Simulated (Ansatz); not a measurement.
Rb (dhcp): energy against volume

Computed with DFT, LDA (PW92), plane waves (420 eV) with PAW, scalar-relativistic (Ansatz). (PAW data from PBE, frozen cores regenerated.)

The cell is scaled uniformly from the relaxed one, with fractional coordinates and shape fixed. Energies are extrapolated to zero smearing, pressures are those at the given smearing. Magnetic state: spin not included.

A Birch-Murnaghan fit gives V₀ = 77.77 Å³/atom, B₀ = 3.6 GPa, B₀′ = 3.7.

Question: What are the energy above the minimum and the pressure at 68.712 Å³/atom?

Answer: 14.2 meV/atom and 0.56 GPa as computed.

Question: What are the energy above the minimum and the pressure at 71.835 Å³/atom?

Answer: 5.7 meV/atom and 0.33 GPa as computed.

Question: What are the energy above the minimum and the pressure at 87.452 Å³/atom?

Answer: 11.1 meV/atom and -0.33 GPa as computed.
